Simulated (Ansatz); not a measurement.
MgO:
```
MgO
1.0
    3.45166     0.00000     0.00000
   -1.72583     2.98923     0.00000
    0.00000     0.00000     4.13954
Mg O
2 2
Direct
  0.66667   0.33333   0.75000
  0.33333   0.66667   0.25000
  0.66667   0.33333   0.25000
  0.33333   0.66667   0.75000
```

This is the LDA-relaxed structure.

Task: All from LDA (plane waves, PAW; program Ansatz), unless another level is named. Predict the electronic dielectric constant ε∞ (DFPT).

Result: 3.00 (xx = yy), 3.02 (zz).

Task: Next, the Born charges (a third of the trace)?

Result: Mg +1.84, O -1.84 e.

Task: Predict the static dielectric constant ε0 (ions relaxed, cell fixed).

Result: 5.86 (xx = yy), 9.18 (zz).

Space group P6_3/mmc. The first step of the workflow began from a Materials Project structure, measured or hypothetical; the Crystallography Open Database copy checked does not list it. It is not the phase usual at ambient conditions (space group No. 225). The LDA relaxation kept the symmetry of its start; whether a distortion lowers the energy is not shown.

Potentials: the earlier of the program's two PAW sets. The files were generated under PBE; for other functionals the program regenerates the frozen cores, and for LDA and PBEsol the local potential too.
